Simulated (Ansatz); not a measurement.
One crystal and one scan (scan of one atom of the cell) at two levels, PBE (plane waves to 420 eV, PAW, scalar-relativistic; Ansatz, a quantum-chemistry and plane-wave program) and PBEsol (plane waves to 420 eV, PAW, scalar-relativistic; Ansatz), each from its own relaxed cell and on its own mesh.

The crystal is Sn (beta-Sn type, space group I4_1/amd); one Sn atom of a 2-atom cell moves by s along Cartesian x, with its periodic images.

The energy includes the smearing's −TS. Sn was relaxed with its symmetry unable to fall. The PAW data are Ansatz's earlier set. With partly filled bands, energies and forces of such displacements shift with the k mesh and the smearing.

```json
[
 {"quantity": "Lattice constant a (Å)", "run 1": "5.947", "run 2": "5.833"},
 {"quantity": "Lattice constant c (Å)", "run 1": "3.212", "run 2": "3.158"},
 {"quantity": "Relaxed volume (Å³/atom)", "run 1": "28.40", "run 2": "26.86"},
 {"quantity": "Force constant k = d²E/ds² at s = 0 (finite differences) (eV/Å²)", "run 1": "3.19", "run 2": "3.86"}
]
```

**Question.** Which run is which level?

**Answer.** Run 1 is PBE, run 2 is PBEsol. PBE gives the higher value for: lattice constant a; lattice constant c; relaxed volume. PBE gives the lower value for: force constant k = d²E/ds² at s = 0. Both give the same shape of the curve: a single well with its minimum at or next to zero displacement.

(For displaced atoms, the force is minus the slope of the energy, and its curvature is a force constant, which sets phonon frequencies.)
